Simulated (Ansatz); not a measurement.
**YNi₂B₂C: pressure against volume**

YNi₂B₂C, I4/mmm, a = 3.502 Å, c = 10.329 Å. The structure is a Materials Project entry; whether it is the stable form wasn't checked. Ansatz: PBEsol, PAW, 420 eV, Γ-centred 14×14×14 mesh on 6 atoms, Gaussian smearing 0.10 eV; no spin polarisation. Shape and atoms are relaxed at each volume; pressure is positive in compression.

| V (Å³/atom) | P (GPa) |
| --- | --- |
| 9.288 | ? |
| 9.605 | 22.95 |
| 9.922 | 14.06 |
| 10.238 | 6.47 |
| 10.555 | -0.03 |
| 10.871 | -5.58 |
| 11.188 | -10.30 |
| 11.610 | -15.53 |

Task: Take V0 = 10.555 Å³/atom, count pressures from its P0 = -0.03 GPa, fit the third-order Birch–Murnaghan form to the other rows, and predict the missing pressure.

Result: With the Eulerian strain f = ½[(V0/V)^(2/3) − 1] and y = (P − P0)/[3f(1 + 2f)^(5/2)], the form is the line y = B0 + 1.5 B0 (B0′ − 4) f. Rows (f, y): 0.03245, 201.7; 0.02105, 201.3; 0.01027, 200.5; -0.00974, 199.5; -0.01904, 198.1; -0.03077, 196.8. Means f = 0.0007033, y = 199.65; Σ(Δf)² = 0.003003, ΣΔfΔy = 0.2287; the slope is their ratio. y = 199.6 + 76.15 f GPa, so B0 = 199.6 GPa and B0′ = 4 + 2 × (76.15)/(3 × 199.6) = 4.25. At V = 9.288, f = 0.04450, y = 202.99 and P = 33.51 GPa. The run gave 33.37 GPa, so the fit is 0.14 GPa too high, a small miss on the scale of the series.

Spin polarisation was left out, and a magnetic state may lie lower.